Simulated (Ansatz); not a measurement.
## Al2BAs3: computed properties

Level of theory: DFT PBE, scalar-relativistic, plane waves, PAW (Ansatz 0.2.0).

Settings: cutoff 420 eV, Γ-centred mesh 12×12×4 on the computed 6-atom cell, Gaussian smearing of 0.02 eV; no spin polarisation.

The structure is relaxed at this level of theory with its symmetry kept, and needn't be the ground state of this composition.

```
Al B As
1.0
     3.83889    0.00000    0.00000
    -1.91944    3.32458    0.00000
     0.00000    0.00000    9.56348
Al B As
2 1 3
Direct
  0.00000 0.00000 0.98846
  0.33333 0.66667 0.34384
  0.66667 0.33333 0.66016
  0.00000 0.00000 0.72852
  0.66667 0.33333 0.44222
  0.33333 0.66667 0.08680
```

| Property | Result |
| --- | --- |
| Space group | P3m1 (No. 156) |
| Volume per atom | 20.34 Å³ |
| Formation energy from the elements' standard states (uncorrected) | -0.134 eV/atom |
| Kohn–Sham band gap | 0.34 eV |
| Orbital (Löwdin) character of the top 1 eV of the valence band | As 4p 75 %, Al 3p 17 % |
| Orbital (Löwdin) character of the lowest 1 eV of the conduction band | B 2p 25 %, B 2s 18 %, Al 3p 18 %, As 4s 16 %, As 4p 14 %, unprojected 7 % |
| Bader charge by site (e) | Al (1 in the cell) 1.99, Al (1 in the cell) 2.00, B (1 in the cell) 0.12, As (1 in the cell) -0.56, As (1 in the cell) -1.55, As (1 in the cell) -2.02 |

Another cell of Al2BAs3 relaxed alike, in I-4m2, lies 18 meV/atom lower, so this cell isn't the stable form at this level.

The cell was found from a structure generator's guess, not taken from experiment. Kohn–Sham gaps at this level usually fall short of measured ones. Löwdin shares on free-atom orbitals overweight diffuse shells in the empty bands.
